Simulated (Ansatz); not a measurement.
**Relaxing arsenic (A15)**

Level of theory: DFT, r2SCAN, plane waves (500 eV) with PAW, scalar-relativistic (Ansatz). (PAW data from PBE, frozen cores regenerated.)

k-point mesh 5×5×5, Fermi-Dirac smearing 0.1 eV, no spin polarisation. Cell and atoms relax.

Starting structure:

```yaml
crystal:
  lattice:
    - [5.2705306221, 0.0, 0.0]
    - [0.0, 5.2705306221, 0.0]
    - [0.0, 0.0, 5.2705306221]
  atoms:
    - { symbol: As, position: [0.0, 0.0, 0.0] }
    - { symbol: As, position: [0.5, 0.5, 0.5] }
    - { symbol: As, position: [0.25, 0.0, 0.5] }
    - { symbol: As, position: [0.75, 0.0, 0.5] }
    - { symbol: As, position: [0.5, 0.25, 0.0] }
    - { symbol: As, position: [0.5, 0.75, 0.0] }
    - { symbol: As, position: [0.0, 0.5, 0.25] }
    - { symbol: As, position: [0.0, 0.5, 0.75] }
hamiltonian:
  xc: r2scan
  pseudopotentials:
    kind: paw
    azcp:
      As: "pseudopotentials/As.paw.azcp"
basis:
  ecutwfc: 500
  fft_grid_basis: typed
kpoints:
  mp_grid: { grid: [5, 5, 5], shift: [0, 0, 0] }
magnetization:
  spin_polarized: false
scf:
  occupations: { method: fermi_dirac, width: 0.1 }
relax:
  max_steps: 60
  f_tol: 0.01
  cell: {}
```

What cell does the relaxation end in?

Pm-3n with a = 5.382 Å; 19.49 Å³ per atom against 18.30 at the start (6.5 %).

How much energy does the relaxation gain?

19.9 meV per atom.
